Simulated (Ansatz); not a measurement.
Ansatz (a first-principles code) input:

Ansatz 0.2 input:
```yaml
crystal:
  lattice:
    - [4.5559975263, 0.0, 0.0]
    - [0.0, 4.5559975263, 0.0]
    - [0.0, 0.0, 4.5559975263]
  atoms:
    - { symbol: Mn, position: [0.1390720197, 0.1390720197, 0.1390720197], spin: 2.35 }
    - { symbol: Mn, position: [0.3609279803, 0.8609279803, 0.6390720197], spin: 2.35 }
    - { symbol: Mn, position: [0.6390720197, 0.3609279803, 0.8609279803], spin: 2.35 }
    - { symbol: Mn, position: [0.8609279803, 0.6390720197, 0.3609279803], spin: 2.35 }
    - { symbol: Si, position: [0.8452939181, 0.8452939181, 0.8452939181], spin: -0.29 }
    - { symbol: Si, position: [0.6547060819, 0.1547060819, 0.3452939181], spin: -0.29 }
    - { symbol: Si, position: [0.3452939181, 0.6547060819, 0.1547060819], spin: -0.29 }
    - { symbol: Si, position: [0.1547060819, 0.3452939181, 0.6547060819], spin: -0.29 }
kpoints:
  mp_grid: { grid: [13, 13, 13] }
hamiltonian:
  xc: r2scan
  pseudopotentials: { kind: paw }
magnetization: { spin_polarized: true }
scf:
  occupations: { method: fermi_dirac, width: 0.1 }
elastic: { mode: relaxed_ion, stencil: two_point, amplitude: 0.005, f_tol: 0.0005 }
```

Output (shortened):

```
Pseudopotential: Mn, paw, valence charge 15
Pseudopotential: Si, paw, valence charge 4
Functional definition: r2SCAN
a single point of the input's cell can leave the moments in the input for a lower state (scf.lower_state_search) …
Crystal: 8 atoms, lattice volume = 94.569 Å³
Basis set: ecut = 500 eV, 2469 PW (Γ), exchange–correlation on 144×144×144 points (64 copies of the dense FFT grid, shifted against one another)
Bands: 52, of which v1, the nominal top of the filled ones, is band 38 counted from 1 (37 counted from 0)
Symmetry: 12 space group operations
Space group: P213 (ITA 198), of the structure as read, at distance tolerance 4.6e-5 Å
k-points: 119 of 2197 (time reversal used)
Starting moments: Σ|m| = 10.56 μB on 8 of 8 sites
SCF 1 converged in 18 iterations: F = -18174.959965 eV  dr2 = 4.10e-9
a single point of the input's cell can leave the moments in the input for a lower state (scf.lower_state_search) …
Crystal: 8 atoms, lattice volume = 94.569 Å³
Stability of the state it starts from, as read at its close in the collinear treatment (another_mixer)
Starting moments: Σ|m| = 10.56 μB on 8 of 8 sites; this step starts from the density that it was given
spin=Collinear: Kerker preconditioning applied to the charge; magnetization (m = ρ↑ − ρ↓) channel mixes plain (no charge-response kernel on spin).
SCF 2 converged in 19 iterations: F = -18174.959965 eV  dr2 = 1.30e-14
relax step   1: F+E_penalty+E_count = -18174.95996452 eV  Δ(F+E_penalty+E_count) = +0.000e0 eV  max|allowed force component| = 2.799e-3 eV/Å  Δτ_max = 0.0000 Å  (19 SCF iters, accepted)
Crystal: 8 atoms, lattice volume = 94.569 Å³
spin=Collinear: Kerker preconditioning applied to the charge; magnetization (m = ρ↑ − ρ↓) channel mixes plain (no charge-response kernel on spin).
SCF 3 converged in 17 iterations: F = -18174.959968 eV  dr2 = 8.35e-15
relax step   2: F+E_penalty+E_count = -18174.95996802 eV  Δ(F+E_penalty+E_count) = -3.498e-6 eV  max|allowed force component| = 1.321e-3 eV/Å  Δτ_max = 0.0002 Å  (17 SCF iters, accepted)
Crystal: 8 atoms, lattice volume = 94.569 Å³
spin=Collinear: Kerker preconditioning applied to the charge; magnetization (m = ρ↑ − ρ↓) channel mixes plain (no charge-response kernel on spin).
SCF 4 converged in 12 iterations: F = -18174.959969 eV  dr2 = 1.91e-14
relax step   3: F+E_penalty+E_count = -18174.95996906 eV  Δ(F+E_penalty+E_count) = -1.039e-6 eV  max|allowed force component| = 5.781e-6 eV/Å  Δτ_max = 0.0001 Å  (12 SCF iters, accepted)
Crystal: 8 atoms, lattice volume = 94.569 Å³
spin=Collinear: Kerker preconditioning applied to the charge; magnetization (m = ρ↑ − ρ↓) channel mixes plain (no charge-response kernel on spin).
SCF 5 converged in 10 iterations: F = -18174.959969 eV  dr2 = 8.38e-14
Crystal: 8 atoms, lattice volume = 94.569 Å³
spin=Collinear: Kerker preconditioning applied to the charge; magnetization (m = ρ↑ − ρ↓) channel mixes plain (no charge-response kernel on spin).
SCF 6 converged in 2 iterations: F = -18174.959969 eV  dr2 = 5.45e-14
Crystal: 8 atoms, lattice volume = 94.097 Å³
Basis set: ecut = 500 eV, 2373 PW (Γ), exchange–correlation on 144×144×144 points (64 copies of the dense FFT grid, shifted against one another)
Symmetry: 4 space group operations
k-points: 343 of 2197 (time reversal used)
spin=Collinear: Kerker preconditioning applied to the charge; magnetization (m = ρ↑ − ρ↓) channel mixes plain (no charge-response kernel on spin).
SCF 7 converged in 21 iterations: F = -18174.957190 eV  dr2 = 2.05e-14
relax step   1: F+E_penalty+E_count = -18174.95718966 eV  Δ(F+E_penalty+E_count) = +0.000e0 eV  max|allowed force component| = 2.329e-2 eV/Å  Δτ_max = 0.0000 Å  (21 SCF iters, accepted)
Crystal: 8 atoms, lattice volume = 94.097 Å³
spin=Collinear: Kerker preconditioning applied to the charge; magnetization (m = ρ↑ − ρ↓) channel mixes plain (no charge-response kernel on spin).
SCF 8 converged in 16 iterations: F = -18174.957375 eV  dr2 = 2.25e-14
relax step   2: F+E_penalty+E_count = -18174.95737475 eV  Δ(F+E_penalty+E_count) = -1.851e-4 eV  max|allowed force component| = 4.063e-3 eV/Å  Δτ_max = 0.0024 Å  (16 SCF iters, accepted)
Crystal: 8 atoms, lattice volume = 94.097 Å³
spin=Collinear: Kerker preconditioning applied to the charge; magnetization (m = ρ↑ − ρ↓) channel mixes plain (no charge-response kernel on spin).
SCF 9 converged in 13 iterations: F = -18174.957388 eV  dr2 = 5.28e-14
relax step   3: F+E_penalty+E_count = -18174.95738816 eV  Δ(F+E_penalty+E_count) = -1.341e-5 eV  max|allowed force component| = 1.484e-3 eV/Å  Δτ_max = 0.0007 Å  (13 SCF iters, accepted)
Crystal: 8 atoms, lattice volume = 94.097 Å³
spin=Collinear: Kerker preconditioning applied to the charge; magnetization (m = ρ↑ − ρ↓) channel mixes plain (no charge-response kernel on spin).
SCF 10 converged in 11 iterations: F = -18174.957389 eV  dr2 = 2.25e-14
relax step   4: F+E_penalty+E_count = -18174.95738933 eV  Δ(F+E_penalty+E_count) = -1.171e-6 eV  max|allowed force component| = 3.223e-5 eV/Å  Δτ_max = 0.0003 Å  (11 SCF iters, accepted)
Crystal: 8 atoms, lattice volume = 94.097 Å³
spin=Collinear: Kerker preconditioning applied to the charge; magnetization (m = ρ↑ − ρ↓) channel mixes plain (no charge-response kernel on spin).
SCF 11 converged in 2 iterations: F = -18174.957389 eV  dr2 = 1.41e-14
Crystal: 8 atoms, lattice volume = 95.042 Å³
spin=Collinear: Kerker preconditioning applied to the charge; magnetization (m = ρ↑ − ρ↓) channel mixes plain (no charge-response kernel on spin).
SCF 12 converged in 22 iterations: F = -18174.957265 eV  dr2 = 3.20e-15
relax step   1: F+E_penalty+E_count = -18174.95726524 eV  Δ(F+E_penalty+E_count) = +0.000e0 eV  max|allowed force component| = 2.303e-2 eV/Å  Δτ_max = 0.0000 Å  (22 SCF iters, accepted)
Crystal: 8 atoms, lattice volume = 95.042 Å³
spin=Collinear: Kerker preconditioning applied to the charge; magnetization (m = ρ↑ − ρ↓) channel mixes plain (no charge-response kernel on spin).
SCF 13 converged in 16 iterations: F = -18174.957452 eV  dr2 = 2.46e-14
relax step   2: F+E_penalty+E_count = -18174.95745206 eV  Δ(F+E_penalty+E_count) = -1.868e-4 eV  max|allowed force component| = 1.780e-3 eV/Å  Δτ_max = 0.0027 Å  (16 SCF iters, accepted)
Crystal: 8 atoms, lattice volume = 95.042 Å³
spin=Collinear: Kerker preconditioning applied to the charge; magnetization (m = ρ↑ − ρ↓) channel mixes plain (no charge-response kernel on spin).
SCF 14 converged in 12 iterations: F = -18174.957453 eV  dr2 = 1.92e-14
relax step   3: F+E_penalty+E_count = -18174.95745319 eV  Δ(F+E_penalty+E_count) = -1.138e-6 eV  max|allowed force component| = 3.898e-5 eV/Å  Δτ_max = 0.0002 Å  (12 SCF iters, accepted)
Crystal: 8 atoms, lattice volume = 95.042 Å³
spin=Collinear: Kerker preconditioning applied to the charge; magnetization (m = ρ↑ − ρ↓) channel mixes plain (no charge-response kernel on spin).
SCF 15 converged in 2 iterations: F = -18174.957453 eV  dr2 = 1.06e-14
Crystal: 8 atoms, lattice volume = 94.569 Å³
Basis set: ecut = 500 eV, 2421 PW (Γ), exchange–correlation on 144×144×144 points (64 copies of the dense FFT grid, shifted against one another)
Symmetry: 2 space group operations
k-points: 595 of 2197 (time reversal used)
spin=Collinear: Kerker preconditioning applied to the charge; magnetization (m = ρ↑ − ρ↓) channel mixes plain (no charge-response kernel on spin).
SCF 16 converged in 21 iterations: F = -18174.959106 eV  dr2 = 8.15e-14
relax step   1: F+E_penalty+E_count = -18174.95910602 eV  Δ(F+E_penalty+E_count) = +0.000e0 eV  max|allowed force component| = 2.264e-2 eV/Å  Δτ_max = 0.0000 Å  (21 SCF iters, accepted)
Crystal: 8 atoms, lattice volume = 94.569 Å³
spin=Collinear: Kerker preconditioning applied to the charge; magnetization (m = ρ↑ − ρ↓) channel mixes plain (no charge-response kernel on spin).
SCF 17 converged in 19 iterations: F = -18174.959257 eV  dr2 = 1.57e-14
relax step   2: F+E_penalty+E_count = -18174.95925664 eV  Δ(F+E_penalty+E_count) = -1.506e-4 eV  max|allowed force component| = 5.295e-3 eV/Å  Δτ_max = 0.0016 Å  (19 SCF iters, accepted)
Crystal: 8 atoms, lattice volume = 94.569 Å³
spin=Collinear: Kerker preconditioning applied to the charge; magnetization (m = ρ↑ − ρ↓) channel mixes plain (no charge-response kernel on spin).
SCF 18 converged in 17 iterations: F = -18174.959272 eV  dr2 = 3.81e-14
relax step   3: F+E_penalty+E_count = -18174.95927236 eV  Δ(F+E_penalty+E_count) = -1.573e-5 eV  max|allowed force component| = 4.805e-4 eV/Å  Δτ_max = 0.0006 Å  (17 SCF iters, accepted)
Crystal: 8 atoms, lattice volume = 94.569 Å³
spin=Collinear: Kerker preconditioning applied to the charge; magnetization (m = ρ↑ − ρ↓) channel mixes plain (no charge-response kernel on spin).
SCF 19 converged in 2 iterations: F = -18174.959272 eV  dr2 = 2.62e-14
Crystal: 8 atoms, lattice volume = 94.569 Å³
spin=Collinear: Kerker preconditioning applied to the charge; magnetization (m = ρ↑ − ρ↓) channel mixes plain (no charge-response kernel on spin).
SCF 20 converged in 21 iterations: F = -18174.959106 eV  dr2 = 8.23e-14
relax step   1: F+E_penalty+E_count = -18174.95910602 eV  Δ(F+E_penalty+E_count) = +0.000e0 eV  max|allowed force component| = 2.264e-2 eV/Å  Δτ_max = 0.0000 Å  (21 SCF iters, accepted)
Crystal: 8 atoms, lattice volume = 94.569 Å³
spin=Collinear: Kerker preconditioning applied to the charge; magnetization (m = ρ↑ − ρ↓) channel mixes plain (no charge-response kernel on spin).
SCF 21 converged in 19 iterations: F = -18174.959272 eV  dr2 = 4.59e-14
relax step   2: F+E_penalty+E_count = -18174.95927229 eV  Δ(F+E_penalty+E_count) = -1.663e-4 eV  max|allowed force component| = 6.666e-4 eV/Å  Δτ_max = 0.0021 Å  (19 SCF iters, accepted)
Crystal: 8 atoms, lattice volume = 94.569 Å³
spin=Collinear: Kerker preconditioning applied to the charge; magnetization (m = ρ↑ − ρ↓) channel mixes plain (no charge-response kernel on spin).
SCF 22 converged in 14 iterations: F = -18174.959273 eV  dr2 = 1.42e-14
relax step   3: F+E_penalty+E_count = -18174.95927253 eV  Δ(F+E_penalty+E_count) = -2.351e-7 eV  max|allowed force component| = 2.364e-4 eV/Å  Δτ_max = 0.0001 Å  (14 SCF iters, accepted)
Crystal: 8 atoms, lattice volume = 94.569 Å³
spin=Collinear: Kerker preconditioning applied to the charge; magnetization (m = ρ↑ − ρ↓) channel mixes plain (no charge-response kernel on spin).
SCF 23 converged in 2 iterations: F = -18174.959273 eV  dr2 = 8.85e-15
SCF converged after 2 iterations
Stability not checked (another_mixer)
Magnetization: 8.0581 μB (42.0290 up, 33.9710 down)
Absolute magnetization: 10.1422 μB (∫|ρ↑−ρ↓|, with the PAW one-centre terms)
Spin contamination: 0.4233 ħ² per cell (⟨S²⟩ above its minimum at these occupations)
Per-site moments (μB) at R_I (Å): [(2.1781696775376562, 0.9564977126078361), (2.178169677537655, 0.9564977126078358), (2.178169677537653, 0.9564977126078358), (2.178169677537654, 0.9564977126078358), (-0.12949031696399932, 0.9564977126078361), …
Free energy (F): -18174.959969 eV
Harris-Foulkes:  -18174.959969 eV  (|F-HF|=7.28e-12)
Internal energy: -18174.872890 eV  (E = F + TS)
E sigma→0 (E₀):  -18174.916430 eV
Entropy (-TS):   -0.087079 eV (-10.885 meV/atom)
Fermi energy:    15.801496 eV
--- Per-component energies (eV) ---
  E_band       = -825.437371
  E_kinetic    = 1413.220684
  E_local      = -8633.051210  (includes V_loc(G=0)·N_el)
  E_nonlocal   = 1062.662593
  E_hartree    = 3706.511898
  E_xc         = -658.630472
  E_vxc        = -867.391558  (∫ρ·V_xc dr)
  E_paw        = -7318.130979  (= ΣΔE_a)
  E_vpaw       = -1267.932718  (= ΣTr[D̂ρ^β])
  E_aug_tail   = -0.000001  (compensation charges beyond the density's cutoff)
  E_vtau       = 54.031032  (kinetic-family band-sum trace: ∫τ·v_τ [+ j·A + Jᵃ·Aᵃ] dr)
  E_ewald      = -7746.017498
  E_core_change = -1.437904  (= ΣΔE_core)
  E_smearing   = -0.087079  (= −TS)
  E_closure    =  0.000000  (closes the sum)
  Σ components = -18174.959969   (vs F -18174.959969, Δ=0.00e0)
--- Forces (eV/Å), atoms counted from 1 ---
  atom   1  Mn    -0.00000157    -0.00000157    -0.00000157
  atom   2  Mn     0.00000157     0.00000157    -0.00000157
  atom   3  Mn    -0.00000157     0.00000157     0.00000157
  atom   4  Mn     0.00000157    -0.00000157     0.00000157
  atom   5  Si    -0.00000575    -0.00000575    -0.00000575
  atom   6  Si     0.00000575     0.00000575    -0.00000575
  atom   7  Si    -0.00000575     0.00000575     0.00000575
  atom   8  Si     0.00000575    -0.00000575     0.00000575
  max |Σ_I F_I| component: 3.82e-17 eV/Å
--- Stress (GPa, compression-positive) ---
       -0.001191       0.000000       0.000000
        0.000000      -0.001191       0.000000
        0.000000       0.000000      -0.001191
  P = ⅓ Tr σ = -0.0012 GPa (-0.012 kbar)
--- Band table (eV; the first three rows and the last of 238) ---
  k-point 0 ↑: bands = ["-67.8122", "-67.7888", "-67.7888", "-67.7888", "-35.3516", "-35.3516", "-35.3516", "-35.3306", "-35.3306", "-35.3306", "-35.2689", "-35.2657", "-35.2657", "-35.2344", "-35.2344", "-35.2344", "2.2508", "7.4555", "7.4555", "7.4555", …
  k-point 1 ↑: bands = ["-67.8119", "-67.7903", "-67.7887", "-67.7876", "-35.3568", "-35.3521", "-35.3459", "-35.3373", "-35.3317", "-35.3223", "-35.2697", "-35.2653", "-35.2646", "-35.2352", "-35.2350", "-35.2339", "2.2952", "7.0434", "7.4791", "7.8007", …
  k-point 2 ↑: bands = ["-67.8111", "-67.7922", "-67.7885", "-67.7867", "-35.3608", "-35.3537", "-35.3457", "-35.3362", "-35.3347", "-35.3132", "-35.2721", "-35.2645", "-35.2617", "-35.2369", "-35.2365", "-35.2341", "2.4278", "6.5553", "7.5493", "8.0993", …
  k-point 118 ↓: bands = ["-64.5861", "-64.5859", "-64.5832", "-64.5830", "-32.2019", "-32.2012", "-32.1945", "-32.1937", "-32.1122", "-32.1109", "-32.0997", "-32.0983", "-32.0214", "-32.0207", "-32.0167", "-32.0161", "5.8509", "5.9459", "6.2987", "6.3859", …
--- Elastic constants: 2 strain directions × 2 members + reference (group order 12) ---
  dense FFT box of the reference and of every strained cell: 36×36×36
  strains applied: 11, 23; error gains: componentwise 1.00 (the most a stress slope's error grows in a printed constant), spectral 1.73 (1 for all six strains …
  reference relaxed by the batch: 3 steps …
  largest displacement 3.1e-4 Å; the constants are those of the deck's cell at these positions:
  atoms:
    - { symbol: Mn, position: [0.13911179680408622, 0.13911179680408622, 0.13911179680408622] }
    - { symbol: Mn, position: [0.3608882031959138, 0.8608882031959137, 0.6391117968040863] }
    - { symbol: Mn, position: [0.6391117968040863, 0.3608882031959138, 0.8608882031959137] }
    - { symbol: Mn, position: [0.8608882031959137, 0.6391117968040863, 0.3608882031959138] }
    - { symbol: Si, position: [0.8452684404885923, 0.8452684404885923, 0.8452684404885923] }
    - { symbol: Si, position: [0.6547315595114076, 0.1547315595114076, 0.34526844048859234] }
    - { symbol: Si, position: [0.34526844048859234, 0.6547315595114076, 0.1547315595114076] }
    - { symbol: Si, position: [0.1547315595114076, 0.34526844048859234, 0.6547315595114076] }
  C = ∂σ_k/∂η_j (tension-positive GPa; Voigt order 11 22 33 23 13 12):
       344.861     95.414     95.413      0.000      0.000      0.000
        95.413    344.861     95.414      0.000      0.000      0.000
        95.414     95.413    344.861      0.000      0.000      0.000
         0.000      0.000      0.000     93.936      0.000      0.000
         0.000      0.000      0.000      0.000     93.936      0.000
         0.000      0.000      0.000      0.000      0.000     93.936
  reference stress σ⁰ (GPa):      0.001      0.001      0.001      0.000      0.000      0.000
  moduli (Voigt/Reuss/Hill, GPa): K = 178.56/178.56/178.56   G = 106.25/104.23/105.24   E = 263.88   ν = 0.254
  mechanically stable: yes (min eigenvalue of sym C = 93.94 GPa)
  strain η (Voigt 11):  stress-route row diagonal C_11 = 344.86 GPa, energy-path curvature d²(F+E_count+ΔE)/dδ²/Ω₀ = 344.86 GPa
         δ    σ_11 (GPa)             F (eV)   n_scf  n_hpsi   n_pw
    -5.000e-3      -1.7570      -18174.9573893       2  277674   2414   relax 4 steps, max|allowed force component| 3.22e-5 eV/Å
     5.000e-3       1.6916      -18174.9574532       2  277667   2469   relax 3 steps, max|allowed force component| 3.90e-5 eV/Å
  strain η (Voigt 23):  stress-route row diagonal C_44 = 93.94 GPa, energy-path curvature d²(F+E_count+ΔE)/dδ²/Ω₀ = 93.95 GPa
         δ    σ_23 (GPa)             F (eV)   n_scf  n_hpsi   n_pw
    -5.000e-3      -0.4697      -18174.9592724       2  481058   2423   relax 3 steps, max|allowed force component| 4.81e-4 eV/Å
     5.000e-3       0.4697      -18174.9592725       2  480928   2423   relax 3 steps, max|allowed force component| 2.36e-4 eV/Å
```

Cost: very roughly 4 core-hours on shared cores.

Space group P2_13. The r²SCAN relaxation kept the symmetry of its start. Spin order of the final state: ferromagnetic, chosen from 4 collinear starts compared on coarse meshes (ties went to the first, and starts can fall back to one state), not a proven ground state. Textbook magnetic order: helical. Other orbital occupations within this spin state were not tried. For itinerant 3d metals, meta-GGAs of the SCAN family and hybrids are commonly reported to give too large moments. As this level gives no gap, shear constants depend on the k-mesh and smearing (Fermi–Dirac, 0.1 eV here). Point labels and valley counts follow the cell and symmetry of the run, lower than the named group.

Potentials: the later of the program's two PAW sets.

Ansatz is a plane-wave DFT program.
